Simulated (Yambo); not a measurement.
A G0W0@LDA run in Yambo for BaCuSF (space group P4/nmm, No. 129) (4×4×1 Γ-centred k mesh, bands 9 to 182 and a 6 Ry block in the screening, 182 bands in G with the Bruneval-Gonze terminator, plasmon pole fitted at 27.2 eV) gives these matrix elements, in eV, at the band edges (Γ → Γ):

| state | E0 | <Vxc> | <Σx> | <Σc(E0)> | Z |
|---|---|---|---|---|---|
| valence edge | 0.000 | -23.453 | -28.534 | 4.309 | 0.756 |
| conduction edge | 1.481 | -13.941 | -10.050 | -3.026 | 0.810 |

Problem. Solve the linearised quasiparticle equation for both states, give the gap, and say how exchange and correlation each act on it.

Solution. E = E0 + Z(Σx + Σc − Vxc). Valence: 0.000 + 0.756 × (-28.534 + (4.309) − (-23.453)) = -0.58 eV. Conduction: 1.481 + 0.810 × (-10.050 + (-3.026) − (-13.941)) = 2.18 eV. The gap is 2.77 eV, against 1.48 eV in LDA. Replacing Vxc by bare exchange alone would open it by 8.97 eV; correlation takes back 7.34 eV of that, and Z scales what is left. Nearest settings tried, and what they do to the gap: 145 bands in W, 145 bands in G: +46 meV; 5 Ry block (197 vectors against 265): +14 meV; 4×4×2 mesh: +64 meV. So the settings aren't converged at that level. Oxides, nitrides and fluorides with a shallow 3d shell are known to need far more bands and larger blocks. The filled Cu 3d shell has no Hubbard U; semilocal functionals place it too high.

Geometry of the Materials Project entry, not relaxed at this level; primitive cell a = b = 4.1299 Å, c = 9.1065 Å, α = β = γ = 90.00°.

The structure is a Materials Project entry; no match was found in the copy of COD used, and its stability was not checked.
